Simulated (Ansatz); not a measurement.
ZrTa:
```
ZrTa
1.0
    3.43505     0.00000     0.00000
    0.00000     3.43505     0.00000
    0.00000     0.00000     3.43505
Ta Zr
1 1
Direct
  0.00000   0.00000   0.00000
  0.50000   0.50000   0.50000
```

Relaxed with r²SCAN. Special points in fractions of this cell's reciprocal vectors: Γ (0.000, 0.000, 0.000); X (0.000, 0.500, 0.000); M (0.500, 0.500, 0.000); R (0.500, 0.500, 0.500).

Question: List the band energies nearest the Fermi level at these points for plane-wave PAW r²SCAN with spin–orbit coupling (Ansatz code).

Answer: In eV from the Fermi level; about four levels below and three above (degenerate sets whole), none deeper than 8.9 eV; points with the same levels are listed once.

```json
[
 {"k": "Γ", "below": "-3.31 -3.31 -3.31 -3.31", "above": "0.97 0.97 0.97 0.97"},
 {"k": "X", "below": "-0.97 -0.97 -0.16 -0.16", "above": "1.03 1.03 1.33 1.33"},
 {"k": "M", "below": "-1.13 -1.13 -1.03 -1.03", "above": "1.27 1.27 1.82 1.82"},
 {"k": "R", "below": "-0.74 -0.74 -0.74 -0.74", "above": "4.59 4.59 4.59 4.59"}
]
```

Space group Pm-3m (CsCl type). The start of the workflow was typed in or built on a structure type; neither database checked (COD, Materials Project) lists it. Its standing as an ambient phase is unchecked. Symmetry was held in the r²SCAN relaxation; its stability against distortions is not shown here. No spin polarisation was allowed. Its formation energy is positive at this level, so the cell may be metastable or incomplete.

Potentials: the earlier of the program's two PAW sets.
